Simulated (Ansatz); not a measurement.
A geometry of Mg away from equilibrium: step 3 of the relaxation of a relaxed Mg cell displaced along its unstable phonon at q = (½, ½, 0) of its primitive reciprocal cell (169i cm⁻¹), largest move 0.15 Å. Calculation: r2SCAN (plane waves to 500 eV, PAW, scalar-relativistic; Ansatz, an electronic-structure program). Γ-centred k-mesh 11×11×11 on the run's cell (coarser than for final values), Fermi–Dirac smearing 0.05 eV. The plane waves were selected for a different cell earlier on the path.

```
CELL_PARAMETERS angstrom
      5.86613     0.00000     0.00000
      2.93307     2.93307     0.00000
      0.00000     0.00000     3.00736
ATOMIC_POSITIONS crystal
  Mg 0.00000 0.00000 0.18026
  Mg 0.50000 0.00000 0.81974
```

Task: Give the Cartesian forces on all atoms (eV/Å).

Result: 
```
atom    Fx    Fy     Fz
----  ----  ----  -----
Mg1   0.00  0.00   0.50
Mg2   0.00  0.00  -0.50
```

The path ends in Fm-3m (No. 225) (fcc (Cu type)). No spin polarisation in the result.

The run could not lose the symmetry of its start: the end is stationary, and may be a saddle point rather than a minimum.

The end of the path is a generated cell of Mg: the first start was made by placing the elements on the sites of a structure type, and the end was not matched to a known phase here, so it may be hypothetical. Known forms of Mg include space group No. 194.
